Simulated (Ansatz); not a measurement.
SnTi4S8:
```
CELL_PARAMETERS angstrom
      6.82176     0.00000     0.00000
     -3.41088     5.90781     0.00000
      0.00000     0.00000     6.96672
ATOMIC_POSITIONS crystal
  S  0.33403 0.16702 0.79254
  S  0.33333 0.66667 0.79844
  S  0.83298 0.16702 0.79254
  S  0.83298 0.66597 0.79254
  Ti 0.00000 0.00000 0.00000
  Ti 0.00000 0.50000 0.00000
  Ti 0.50000 0.00000 0.00000
  Ti 0.50000 0.50000 0.00000
  S  0.16702 0.33403 0.20746
  S  0.16702 0.83298 0.20746
  S  0.66667 0.33333 0.20156
  S  0.66597 0.83298 0.20746
  Sn 0.00000 0.00000 0.50000
```

Relaxed with r²SCAN+D4. Special points in fractions of this cell's reciprocal vectors: Γ (0.000, 0.000, 0.000); M (0.500, 0.000, 0.000); K (0.333, 0.333, 0.000); A (0.000, 0.000, 0.500); L (0.500, 0.000, 0.500); H (0.333, 0.333, 0.500).

**Question.** List the band energies nearest the Fermi level at these points for the program Ansatz at the r²SCAN+D4 level (PAW).

**Answer.** In eV from the Fermi level; about four levels below and three above (degenerate sets whole), none deeper than 8.9 eV; points with the same levels are listed once.

```tsv
k	below	above
Γ	-0.78 -0.78 -0.28 -0.28 -0.26	0.27 0.27 0.93
M	-2.00 -1.84 -1.83 -0.07	0.04 0.53 0.79
K	-2.06 -2.06 -2.02 -1.81	0.31 0.31 0.48
A	-0.78 -0.78 -0.65 -0.65 -0.46	0.26 0.26 0.86
L	-2.52 -1.99 -1.86 -1.26	0.00 0.24 0.50
H	-2.43 -2.41 -2.41 -1.40	0.49 0.60 0.60 0.61 0.61
```

Space group P-3m1. A made-up cell: these elements were put on the sites of a structure type; neither database checked (COD, Materials Project) lists it. Whether it is the stable phase at ambient conditions was not checked. The cell was relaxed with r²SCAN+D4 under the symmetry of its start; whether a distortion lowers the energy is not shown. No spin polarisation was allowed. Spin–orbit coupling is left out wherever it is not named.

Potentials: the later of the program's two PAW sets.
